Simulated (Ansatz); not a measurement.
BAsO4 in space group I-4 (No. 82; B on 2d, As on 2a, O on 8g), r²SCAN in the plane-wave PAW code Ansatz. The conduction-band minimum lies at Γ, with 1 equivalent valley. Second derivatives d²E/dk² of the lowest band at one valley (eV·Å²), along Cartesian directions:

| direction | d²E/dk² |
|---|---|
| [100] | 11.41 |
| [010] | 11.41 |
| [001] | 13.01 |
| [110] | 11.41 |
| [101] | 12.21 |
| [011] | 12.21 |

**Question.** Find the principal effective masses, the density-of-states mass and the conductivity mass.

**Answer.** Off-diagonal terms follow from H_xy = H[110] − (H_xx + H_yy)/2, and m*/mₑ = 7.620 eV·Å² over each eigenvalue: 0.59, 0.67, 0.67. One valley's DOS mass (m₁m₂m₃)^(1/3) = 0.64, conductivity mass 3/(Σ 1/mᵢ) = 0.64 mₑ.

**Question.** What effective density of states Nc follows at 300 K for parabolic valleys?

**Answer.** Nc = 2.509e19 × 1 × (0.64)^(3/2) ≈ 1.3e19 cm⁻³.

The first step of the workflow began from a Materials Project structure, measured or hypothetical; the Crystallography Open Database files this formula in space group No. 82, but the cells were not matched. Whether it is the stable phase at ambient conditions was not checked. The cell was relaxed with r²SCAN under the symmetry of its start; its stability against distortions is not shown here. Scalar-relativistic: spin–orbit coupling is off unless named, which matters more the heavier the elements.

Potentials: the later of the program's two PAW sets.

Edges and masses are those of Kohn–Sham bands, whose gap is no quasiparticle gap.
